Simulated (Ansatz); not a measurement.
Input for Ansatz (plane-wave DFT, PAW):

```yaml
crystal:
  lattice:
    - [7.5721514506, 0.0, 0.0]
    - [-3.7860757253, 6.5576755175, 0.0]
    - [0.0, 0.0, 5.1980078285]
  atoms:
    - { symbol: Ti, position: [0.3333333333, 0.6666666667, 0.0] }
    - { symbol: Ti, position: [0.6666666667, 0.3333333333, 0.5] }
    - { symbol: Ti, position: [0.6666666667, 0.3333333333, 0.0] }
    - { symbol: Ti, position: [0.3333333333, 0.6666666667, 0.5] }
    - { symbol: Ti, position: [0.2502833343, 0.0, 0.25] }
    - { symbol: Ti, position: [0.2502833343, 0.2502833343, 0.75] }
    - { symbol: Ti, position: [0.0, 0.2502833343, 0.25] }
    - { symbol: Ti, position: [0.7497166657, 0.0, 0.75] }
    - { symbol: Ti, position: [0.7497166657, 0.7497166657, 0.25] }
    - { symbol: Ti, position: [0.0, 0.7497166657, 0.75] }
    - { symbol: Ge, position: [0.6100970127, 0.0, 0.25] }
    - { symbol: Ge, position: [0.6100970127, 0.6100970127, 0.75] }
    - { symbol: Ge, position: [0.0, 0.6100970127, 0.25] }
    - { symbol: Ge, position: [0.3899029873, 0.0, 0.75] }
    - { symbol: Ge, position: [0.3899029873, 0.3899029873, 0.25] }
    - { symbol: Ge, position: [0.0, 0.3899029873, 0.75] }
basis:
  ecutwfc: 420
kpoints:
  mp_grid: { grid: [6, 6, 8] }
hamiltonian:
  xc: pbesol
scf:
  occupations: { method: gaussian, width: 0.1 }
output:
  forces: true
  stress: true
  eigenvalues: true
relax:
  adjacent_minimum: "off"
  f_tol: 0.01
  max_steps: 30
  cell: { stress_tol: 0.1, fix: [volume] }
```

Command:
```bash
ansatz run input.yaml --threads 4 --pin off --max-ram 10240MiB --backend cpu --events-out ev --progress --plain --runs-dir out
```

The calculation used DFT PBEsol, scalar-relativistic, plane waves, PAW in Ansatz 0.2.0.

Abridged output:

```
Pseudopotentials: kind: paw
Pseudopotential: Ti, paw, valence charge 12, recommended cutoff 420 eV (normal)
Pseudopotential: Ge, paw, valence charge 14, recommended cutoff 420 eV (normal)
Functional definition: PBEsol
Crystal: 16 atoms, lattice volume = 258.111 Å³
Basis set: ecut = 420 eV, 5057 PW (Γ), exchange–correlation on 108×108×72 points (8 copies of the dense FFT grid, shifted against one another)
Bands: 123, of which v1, the nominal top of the filled ones, is band 102 counted from 1 (101 counted from 0)
Symmetry: 24 space group operations
Space group: P63/mcm (ITA 193), of the structure as read, at distance tolerance 6.4e-5 Å
k-points: 35 of 288
Initial density: superposition of atomic densities (neutral atoms: chi_scale 0, normalization atom), corrected by the library's trained network
Initial wavefunctions: pseudopotential atomic-orbital guess
Functional: x = pbesol(κ = 0.804, μ = 0.12345679), c = pbesol(β = 0.046)
SCF iter   1: F=—  HF=-50272.323193 eV  |F-HF|=—  |Δ(HF+E_count)|=         —  Δρ=7.81e-3  dr2=3.09e-1  ethr=1.77e-3  ⟨swp⟩=5.2  Hψ=16323  notcnv=0
SCF iter   2: F=—  HF=-50272.289847 eV  |F-HF|=—  |Δ(HF+E_count)|=   3.33e-2  Δρ=2.84e-3  dr2=6.12e-2  ethr=1.51e-4  ⟨swp⟩=2.0  Hψ=5563  notcnv=0  defer=386
SCF iter   3: F=—  HF=-50272.285820 eV  |F-HF|=—  |Δ(HF+E_count)|=   4.03e-3  Δρ=6.39e-4  dr2=3.48e-3  ethr=3.00e-5  ⟨swp⟩=2.0  Hψ=4543  notcnv=0  defer=386
SCF iter   4: F=—  HF=-50272.285571 eV  |F-HF|=—  |Δ(HF+E_count)|=   2.48e-4  Δρ=2.39e-4  dr2=4.02e-4  ethr=1.71e-6  ⟨swp⟩=2.5  Hψ=5447  notcnv=0  defer=386
SCF iter   5: F=—  HF=-50272.285478 eV  |F-HF|=—  |Δ(HF+E_count)|=   9.35e-5  Δρ=1.14e-4  dr2=9.04e-5  ethr=1.97e-7  ⟨swp⟩=2.0  Hψ=6057  notcnv=0  defer=386
SCF iter   6: F=—  HF=-50272.285332 eV  |F-HF|=—  |Δ(HF+E_count)|=   1.46e-4  Δρ=4.05e-5  dr2=9.53e-6  ethr=4.43e-8  ⟨swp⟩=2.0  Hψ=6255  notcnv=0  defer=386
SCF iter   7: F=—  HF=-50272.285330 eV  |F-HF|=—  |Δ(HF+E_count)|=   1.42e-6  Δρ=1.23e-5  dr2=8.38e-7  ethr=4.67e-9  ⟨swp⟩=2.0  Hψ=4859  notcnv=0  defer=386
SCF iter   8: F=-50272.285330 eV  HF=-50272.285330 eV  |F-HF|=4.56e-8  |Δ(HF+E_count)|=   1.52e-7  Δρ=3.90e-6  dr2=6.58e-8  ethr=4.90e-11  ⟨swp⟩=10.3  Hψ=16395  notcnv=0
SCF 1 converged in 8 iterations: F = -50272.285330 eV  dr2 = 6.58e-8
relax step   1: F+E_penalty+E_count = -50272.28533025 eV  Δ(F+E_penalty+E_count) = +0.000e0 eV  max|allowed force component| = 7.616e-2 eV/Å  Δτ_max = 0.0000 Å  P = -4.087 GPa  Ω = 258.111 Å³  fix = [volume]  reactions: volume -4.087 GPa (8 SCF iters, dr2 threshold 1.00e-7 eV, accepted)
Initial density: handed on by an earlier stage of this run
Initial wavefunctions: those handed on with the density
SCF iter   1: F=—  HF=-50272.296573 eV  |F-HF|=—  |Δ(HF+E_count)|=         —  Δρ=2.53e-3  dr2=7.83e-2  ethr=3.96e-5  ⟨swp⟩=1.1  Hψ=16321  notcnv=0
SCF iter   2: F=—  HF=-50272.291817 eV  |F-HF|=—  |Δ(HF+E_count)|=   4.76e-3  Δρ=1.36e-3  dr2=2.81e-2  ethr=3.84e-5  ⟨swp⟩=1.0  Hψ=4305  notcnv=0
SCF iter   3: F=—  HF=-50272.288171 eV  |F-HF|=—  |Δ(HF+E_count)|=   3.65e-3  Δρ=3.21e-4  dr2=1.10e-3  ethr=1.38e-5  ⟨swp⟩=2.0  Hψ=5033  notcnv=0
SCF iter   4: F=—  HF=-50272.287916 eV  |F-HF|=—  |Δ(HF+E_count)|=   2.55e-4  Δρ=1.19e-4  dr2=7.76e-5  ethr=5.38e-7  ⟨swp⟩=2.0  Hψ=5287  notcnv=0
SCF iter   5: F=—  HF=-50272.287771 eV  |F-HF|=—  |Δ(HF+E_count)|=   1.45e-4  Δρ=6.44e-5  dr2=1.59e-5  ethr=3.80e-8  ⟨swp⟩=2.0  Hψ=6492  notcnv=0
SCF iter   6: F=—  HF=-50272.287763 eV  |F-HF|=—  |Δ(HF+E_count)|=   8.52e-6  Δρ=2.15e-5  dr2=1.62e-6  ethr=7.80e-9  ⟨swp⟩=2.0  Hψ=6476  notcnv=0
SCF iter   7: F=-50272.287762 eV  HF=-50272.287762 eV  |F-HF|=1.12e-7  |Δ(HF+E_count)|=   5.07e-7  Δρ=7.38e-6  dr2=1.60e-7  ethr=1.78e-10  ⟨swp⟩=6.8  Hψ=16101  notcnv=0
SCF 2 converged in 7 iterations: F = -50272.287762 eV  dr2 = 1.60e-7
relax step   2: F+E_penalty+E_count = -50272.28776193 eV  Δ(F+E_penalty+E_count) = -2.432e-3 eV  max|allowed force component| = 6.617e-2 eV/Å  Δτ_max = 0.0226 Å  P = -3.804 GPa  Ω = 258.111 Å³  fix = [volume]  reactions: volume -3.804 GPa (7 SCF iters, dr2 threshold 3.63e-7 eV, accepted)
SCF iter   1: F=—  HF=-50272.291274 eV  |F-HF|=—  |Δ(HF+E_count)|=         —  Δρ=1.11e-3  dr2=1.54e-2  ethr=7.62e-6  ⟨swp⟩=1.1  Hψ=15692  notcnv=0
SCF iter   2: F=—  HF=-50272.290403 eV  |F-HF|=—  |Δ(HF+E_count)|=   8.71e-4  Δρ=5.72e-4  dr2=5.23e-3  ethr=7.54e-6  ⟨swp⟩=1.0  Hψ=4305  notcnv=0
SCF iter   3: F=—  HF=-50272.289785 eV  |F-HF|=—  |Δ(HF+E_count)|=   6.18e-4  Δρ=1.33e-4  dr2=1.97e-4  ethr=2.56e-6  ⟨swp⟩=2.0  Hψ=4908  notcnv=0
SCF iter   4: F=—  HF=-50272.289581 eV  |F-HF|=—  |Δ(HF+E_count)|=   2.04e-4  Δρ=4.62e-5  dr2=1.19e-5  ethr=9.66e-8  ⟨swp⟩=2.0  Hψ=5289  notcnv=0
SCF iter   5: F=—  HF=-50272.289578 eV  |F-HF|=—  |Δ(HF+E_count)|=   3.02e-6  Δρ=2.57e-5  dr2=2.49e-6  ethr=5.82e-9  ⟨swp⟩=2.1  Hψ=6585  notcnv=0
SCF iter   6: F=—  HF=-50272.289576 eV  |F-HF|=—  |Δ(HF+E_count)|=   1.28e-6  Δρ=8.83e-6  dr2=2.90e-7  ethr=1.22e-9  ⟨swp⟩=2.0  Hψ=6480  notcnv=0
SCF iter   7: F=-50272.289576 eV  HF=-50272.289576 eV  |F-HF|=2.21e-8  |Δ(HF+E_count)|=   1.02e-7  Δρ=3.12e-6  dr2=2.90e-8  ethr=1.34e-10  ⟨swp⟩=5.4  Hψ=13640  notcnv=0
SCF 3 converged in 7 iterations: F = -50272.289576 eV  dr2 = 2.90e-8
relax step   3: F+E_penalty+E_count = -50272.28957636 eV  Δ(F+E_penalty+E_count) = -1.814e-3 eV  max|allowed force component| = 1.118e-2 eV/Å  Δτ_max = 0.0091 Å  P = -3.913 GPa  Ω = 258.111 Å³  energy of the carried Pulay correction = -5.688e-18 eV  fix = [volume]  reactions: volume -3.913 GPa (7 SCF iters, dr2 threshold 2.74e-7 eV, accepted)
SCF iter   1: F=—  HF=-50272.289703 eV  |F-HF|=—  |Δ(HF+E_count)|=         —  Δρ=1.06e-4  dr2=2.51e-5  ethr=1.22e-8  ⟨swp⟩=2.6  Hψ=19378  notcnv=0
SCF iter   2: F=—  HF=-50272.289627 eV  |F-HF|=—  |Δ(HF+E_count)|=   7.61e-5  Δρ=5.82e-5  dr2=6.76e-6  ethr=1.22e-8  ⟨swp⟩=1.1  Hψ=4311  notcnv=0
SCF iter   3: F=—  HF=-50272.289603 eV  |F-HF|=—  |Δ(HF+E_count)|=   2.47e-5  Δρ=8.95e-6  dr2=2.64e-7  ethr=3.32e-9  ⟨swp⟩=2.0  Hψ=4447  notcnv=0
SCF iter   4: F=—  HF=-50272.289603 eV  |F-HF|=—  |Δ(HF+E_count)|=   7.37e-8  Δρ=3.00e-6  dr2=4.71e-8  ethr=1.29e-10  ⟨swp⟩=2.0  Hψ=6466  notcnv=0
SCF iter   5: F=—  HF=-50272.289603 eV  |F-HF|=—  |Δ(HF+E_count)|=   1.25e-8  Δρ=1.48e-6  dr2=1.08e-8  ethr=2.31e-11  ⟨swp⟩=2.0  Hψ=6452  notcnv=0
SCF iter   6: F=-50272.289603 eV  HF=-50272.289603 eV  |F-HF|=1.13e-9  |Δ(HF+E_count)|=   5.11e-9  Δρ=5.13e-7  dr2=1.53e-9  ethr=3.83e-12  ⟨swp⟩=4.1  Hψ=12103  notcnv=0
SCF 4 converged in 6 iterations: F = -50272.289603 eV  dr2 = 1.53e-9
relax step   4: F+E_penalty+E_count = -50272.28960259 eV  Δ(F+E_penalty+E_count) = -2.623e-5 eV  max|allowed force component| = 2.886e-3 eV/Å  Δτ_max = 0.0015 Å  P = -3.909 GPa  Ω = 258.111 Å³  fix = [volume]  reactions: volume -3.909 GPa (6 SCF iters, dr2 threshold 7.82e-9 eV, accepted)
Initial wavefunctions: pseudopotential atomic-orbital guess (no wavefunctions were taken with the density)
SCF iter   1: F=—  HF=-50272.289726 eV  |F-HF|=—  |Δ(HF+E_count)|=         —  Δρ=2.43e-4  dr2=3.13e-6  ethr=3.91e-8  ⟨swp⟩=3.6  Hψ=26271  notcnv=0
SCF iter   2: F=—  HF=-50272.289614 eV  |F-HF|=—  |Δ(HF+E_count)|=   1.12e-4  Δρ=1.23e-4  dr2=8.07e-7  ethr=1.53e-9  ⟨swp⟩=1.1  Hψ=4307  notcnv=0
SCF iter   3: F=-50272.289607 eV  HF=-50272.289607 eV  |F-HF|=4.37e-10  |Δ(HF+E_count)|=   7.23e-6  Δρ=3.16e-7  dr2=2.36e-10  ethr=3.96e-10  ⟨swp⟩=1.0  Hψ=4305  notcnv=0
SCF iter   4: F=-50272.289607 eV  HF=-50272.289607 eV  |F-HF|=8.73e-11  |Δ(HF+E_count)|=  3.20e-10  Δρ=1.49e-7  dr2=1.09e-10  ethr=1.00e-12  ⟨swp⟩=2.1  Hψ=6471  notcnv=0
SCF iter   5: F=-50272.289607 eV  HF=-50272.289607 eV  |F-HF|=0.00e0  |Δ(HF+E_count)|=  2.91e-11  Δρ=8.08e-8  dr2=4.88e-11  ethr=1.00e-12  ⟨swp⟩=1.0  Hψ=4305  notcnv=0
SCF iter   6: F=-50272.289607 eV  HF=-50272.289607 eV  |F-HF|=2.91e-11  |Δ(HF+E_count)|=  1.46e-11  Δρ=5.13e-8  dr2=1.47e-11  ethr=1.00e-12  ⟨swp⟩=1.0  Hψ=4305  notcnv=0
SCF iter   7: F=-50272.289607 eV  HF=-50272.289607 eV  |F-HF|=7.28e-12  |Δ(HF+E_count)|=  7.28e-12  Δρ=1.22e-8  dr2=1.34e-12  ethr=1.00e-12  ⟨swp⟩=2.2  Hψ=9408  notcnv=0
SCF 5 converged in 7 iterations: F = -50272.289607 eV  dr2 = 1.34e-12
SCF converged after 7 iterations
Free energy (F): -50272.289607 eV
Harris-Foulkes:  -50272.289607 eV  (|F-HF|=7.28e-12)
Internal energy: -50272.244706 eV  (E = F + TS)
E sigma→0 (E₀):  -50272.267156 eV
Entropy (-TS):   -0.044901 eV (-2.806 meV/atom)
Fermi energy:    13.802852 eV
--- Per-component energies (eV) ---
  E_band       = -1942.449467
  E_kinetic    = 3407.017417
  E_local      = -20796.056897  (includes V_loc(G=0)·N_el)
  E_nonlocal   = 2618.082377
  E_hartree    = 9020.009958
  E_xc         = -1429.854511
  E_vxc        = -1620.800252  (∫ρ·V_xc dr)
  E_paw        = -22103.049928  (= ΣΔE_a)
  E_vpaw       = -3590.714941  (= ΣTr[D̂ρ^β])
  E_aug_tail   = 0.002950  (compensation charges beyond the density's cutoff)
  E_ewald      = -20995.297531
  E_core_change = 6.901460  (= ΣΔE_core)
  E_smearing   = -0.044901  (= −TS)
--- Forces (eV/Å), atoms counted from 1 ---
  atom   1  Ti     0.00000000     0.00000000     0.00000000
  atom   2  Ti     0.00000000     0.00000000     0.00000000
  atom   3  Ti     0.00000000     0.00000000     0.00000000
  atom   4  Ti     0.00000000     0.00000000     0.00000000
  atom   5  Ti    -0.00060387     0.00000000     0.00000000
  atom   6  Ti    -0.00030193    -0.00052296     0.00000000
  atom   7  Ti     0.00030193    -0.00052296     0.00000000
  atom   8  Ti     0.00060387     0.00000000     0.00000000
  atom   9  Ti     0.00030193     0.00052296     0.00000000
  atom  10  Ti    -0.00030193     0.00052296     0.00000000
  atom  11  Ge    -0.00288617     0.00000000     0.00000000
  atom  12  Ge    -0.00144309    -0.00249950     0.00000000
  atom  13  Ge     0.00144309    -0.00249950     0.00000000
  atom  14  Ge     0.00288617     0.00000000     0.00000000
  atom  15  Ge     0.00144309     0.00249950     0.00000000
  atom  16  Ge    -0.00144309     0.00249950     0.00000000
--- Stress (GPa, compression-positive) ---
       -3.925681       0.000000       0.000000
        0.000000      -3.925681       0.000000
        0.000000       0.000000      -3.874851
  P = ⅓ Tr σ = -3.9087 GPa (-39.087 kbar)
--- Band table (eV; the first three rows and the last of 35) ---
  k-point 0: bands = ["-42.9917", "-42.9787", "-42.9787", "-42.9677", "-42.9673", "-42.9673", "-42.4830", "-42.4826", "-42.3402", "-42.3400", "-19.4661", "-19.4383", "-19.4197", "-19.4197", "-19.4191", "-19.3775", "-19.3775", "-19.3736", "-19.3736", "-19.3408", "-19.3408", "-19.3023", "-19.3022", "-19.2972", "-19.2972", "-19.2796", "-19.2680", "-19.2680", "-19.2363", "-19.1633", "-18.9049", "-18.9049", "-18.9042", "-18.9042", "-18.7959", "-18.7959", "-18.7949", "-18.7949", "-18.3040", "-18.3030", "-10.1120", "-10.1104", "-10.1103", "-10.1103", "-10.1101", "-10.1067", "-10.1067", "-10.1058", "-10.1058", "-10.1019", "-10.0861", "-10.0861", "-10.0794", "-10.0794", "-10.0713", "-10.0690", "-10.0 ...
  k-point 1: bands = ["-42.9908", "-42.9783", "-42.9783", "-42.9686", "-42.9677", "-42.9677", "-42.4776", "-42.4773", "-42.3457", "-42.3456", "-19.4637", "-19.4382", "-19.4238", "-19.4238", "-19.4130", "-19.3810", "-19.3810", "-19.3695", "-19.3695", "-19.3459", "-19.3459", "-19.3075", "-19.2927", "-19.2927", "-19.2821", "-19.2772", "-19.2629", "-19.2629", "-19.2055", "-19.1515", "-18.9011", "-18.9011", "-18.9005", "-18.9005", "-18.8003", "-18.8003", "-18.7993", "-18.7993", "-18.3417", "-18.3410", "-10.1171", "-10.1144", "-10.1144", "-10.1111", "-10.1077", "-10.1077", "-10.1035", "-10.1009", "-10.1005", "-10.1005", "-10.0860", "-10.0860", "-10.0800", "-10.0800", "-10.0733", "-10.0705", "-10.0 ...
  k-point 2: bands = ["-42.9882", "-42.9770", "-42.9770", "-42.9712", "-42.9689", "-42.9689", "-42.4623", "-42.4621", "-42.3614", "-42.3613", "-19.4565", "-19.4379", "-19.4297", "-19.4297", "-19.4006", "-19.3928", "-19.3928", "-19.3631", "-19.3631", "-19.3527", "-19.3527", "-19.3219", "-19.2808", "-19.2808", "-19.2707", "-19.2543", "-19.2543", "-19.2513", "-19.1127", "-19.0906", "-18.8900", "-18.8900", "-18.8897", "-18.8897", "-18.8129", "-18.8129", "-18.8119", "-18.8119", "-18.4482", "-18.4481", "-10.1207", "-10.1180", "-10.1180", "-10.1132", "-10.1103", "-10.1103", "-10.0979", "-10.0957", "-10.0935", "-10.0935", "-10.0855", "-10.0855", "-10.0812", "-10.0812", "-10.0775", "-10.0730", "-10.0 ...
  k-point 34: bands = ["-42.9793", "-42.9793", "-42.9732", "-42.9732", "-42.9732", "-42.9732", "-42.4121", "-42.4121", "-42.4121", "-42.4121", "-19.4438", "-19.4438", "-19.4132", "-19.4132", "-19.4132", "-19.4132", "-19.3713", "-19.3713", "-19.3591", "-19.3591", "-19.3591", "-19.3591", "-19.2576", "-19.2576", "-19.2567", "-19.2567", "-19.2567", "-19.2567", "-18.8549", "-18.8549", "-18.8520", "-18.8520", "-18.8520", "-18.8520", "-18.8486", "-18.8486", "-18.7863", "-18.7863", "-18.7863", "-18.7863", "-10.1188", "-10.1188", "-10.1180", "-10.1180", "-10.1180", "-10.1180", "-10.0867", "-10.0867", "-10.0867", "-10.0867", "-10.0844", "-10.0844", "-10.0808", "-10.0808", "-10.0808", "-10.0808", "-10. ...
--- Relaxed structure (4 steps of the walk, 4 accepted, 1 SCFs on fresh bases) ---
  F+E_penalty+E_count = -50272.28960671 eV   max|allowed force component| = 2.886e-3 eV/Å   (the final SCF, on the basis selected at the relaxed cell)
  cell:  # Å, volume = 258.1108 Å³
    - [7.56614902, 0.0, 0.0]
    - [-3.78307451, 6.55247726, 0.0]
    - [0.0, 0.0, 5.20625853]
  atoms:
    - { symbol: Ti, position: [0.33333333, 0.66666666, 0.0] }
    - { symbol: Ti, position: [0.66666666, 0.33333333, 0.5] }
    - { symbol: Ti, position: [0.66666666, 0.33333333, 0.0] }
    - { symbol: Ti, position: [0.33333333, 0.66666666, 0.5] }
    - { symbol: Ti, position: [0.25212789, 0.0, 0.25] }
    - { symbol: Ti, position: [0.25212789, 0.25212789, 0.75] }
    - { symbol: Ti, position: [0.0, 0.25212789, 0.25] }
    - { symbol: Ti, position: [0.74787210, 0.0, 0.75] }
    - { symbol: Ti, position: [0.74787210, 0.74787210, 0.25] }
    - { symbol: Ti, position: [0.0, 0.74787210, 0.75] }
    - { symbol: Ge, position: [0.61096189, 0.0, 0.25] }
    - { symbol: Ge, position: [0.61096189, 0.61096189, 0.75] }
    - { symbol: Ge, position: [0.0, 0.61096189, 0.25] }
    - { symbol: Ge, position: [0.38903810, 0.0, 0.75] }
    - { symbol: Ge, position: [0.38903810, 0.38903810, 0.25] }
    - { symbol: Ge, position: [0.0, 0.38903810, 0.75] }
```

The relaxation met its thresholds.

The run took 89 s on 4 threads of Intel(R) Xeon(R) Processor @ 2.70GHz (shared host), peak memory 1.6 GiB.